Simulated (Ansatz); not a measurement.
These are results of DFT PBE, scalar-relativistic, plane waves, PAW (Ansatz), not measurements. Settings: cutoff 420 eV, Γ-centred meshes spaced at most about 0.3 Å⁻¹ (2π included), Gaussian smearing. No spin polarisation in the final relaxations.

All energies are static (0 K, no zero-point motion). All come from trial cells, and lower structures may exist.

Question: Which of these relaxed structures of LiBeF3 is the lowest in energy?
1.

```
CELL_PARAMETERS angstrom
2.76799 0.00000 0.00000
0.00000 2.61395 4.08271
0.00000 -2.61395 4.08271
ATOMIC_POSITIONS crystal
Li 0.50000 0.69394 0.69394
Be 0.00000 0.05478 0.05478
F 0.50000 0.94462 0.94462
F 0.00000 0.90516 0.40103
F 0.00000 0.40103 0.90516
```

2.

```
CELL_PARAMETERS angstrom
3.49787 0.00000 0.00000
0.00000 3.49787 0.00000
0.00000 0.00000 3.49787
ATOMIC_POSITIONS crystal
Li 0.50000 0.50000 0.50000
Be 0.00000 0.00000 0.00000
F 0.50000 0.00000 0.00000
F 0.00000 0.50000 0.00000
F 0.00000 0.00000 0.50000
```

Answer: 1. It has space group Amm2 (No. 38); the next, 2, with the cubic perovskite type, space group Pm-3m (No. 221), lies 295 meV/atom higher. Counting F atoms around Be and Li (those within 1.25 times the shortest such distance or 1.15 times the sum of covalent radii; the shortest distance is added where it is long for a bond), the lowest has Li 5, Be 4 and the next has Li 12 from 2.5 Å, Be 6.

Cells relaxed within their symmetry can be saddle points. The Amm2 cell of LiBeF3 came from shaking the Pm-3m one. Some candidate types were left out of the draw beforehand, so a known form may be missing.
